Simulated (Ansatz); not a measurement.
# ZrIn under strong compression

```yaml
crystal:
  lattice:
    - [3.15202, 0.00000, 0.00000]
    - [0.00000, 3.15202, 0.00000]
    - [0.00000, 0.00000, 4.42201]
  atoms:
    - { symbol: Zr, position: [0.00000, 0.00000, 0.00000] }
    - { symbol: In, position: [0.50000, 0.50000, 0.50000] }
```

The base volume is that of a database entry, with shape and atoms relaxed on PAW files at held volume, so it needn't be at zero pressure; the structure needn't be the stable phase, at rest or compressed.

Its volume is scaled, and at each volume shape and atoms are relaxed on PAW files; all methods then take that cell.

Level of theory: DFT with LDA, scalar-relativistic, in Ansatz 0.2.0; a Γ-centred 12×12×8 k mesh, Fermi–Dirac smearing of 0.05 eV, no spin polarisation. LAPW: all electrons, basis error target 1 meV/atom; PAW: frozen-core files, cutoff 420 eV; crystal datasets: all electrons, by PAW datasets that the program makes for each cell.

Energies are extrapolated to zero smearing and count from the unscaled cell; pressure is positive in compression; gaps take the mesh and a band path. No temperature or zero-point motion is included.

The PAW files were made under PBE.

```tsv
V/V0	V (Å³/atom)	P LAPW (GPa)	ΔE LAPW (eV/atom)	P PAW − LAPW (GPa)	ΔE PAW − LAPW (meV/atom)	space group	shortest distance (Å)
1.00	21.97	-6.06	0.000	-0.03	0.0	P4/mmm	3.139
0.85	18.67	14.00	0.052	-0.05	-0.7	P4/mmm	2.976
0.55	12.08	186.5	3.112	-0.11	-3.8	P4/mmm	?
0.50	10.98	268.1	4.651	-0.11	-4.6	P4/mmm	2.410
```

**Question.** What belongs in the row "0.55", column "shortest distance (Å)"?

**Answer.** 2.498.

**Question.** At the smallest volume, how far do crystal datasets lie from LAPW in pressure?

**Answer.** crystal datasets: 0.00 GPa, on a LAPW pressure of 268.1 GPa.

**Question.** How do the Löwdin populations by LAPW change from the unscaled cell to the last row?

**Answer.** Zr 4s 1.93 → 1.81, Zr 5s 0.47 → 0.38, Zr 4p 5.97 → 5.85, Zr 4d 3.17 → 4.21, In 4s 1.98 → 1.92, In 5s 1.12 → 0.82, In 4p 5.99 → 5.96, In 5p 2.36 → 2.14, In 4d 9.97 → 9.88 electrons an atom. These are projections on the shells that the free atoms fill; 0.03 e a cell lies outside them at the start and 0.06 e at the end.
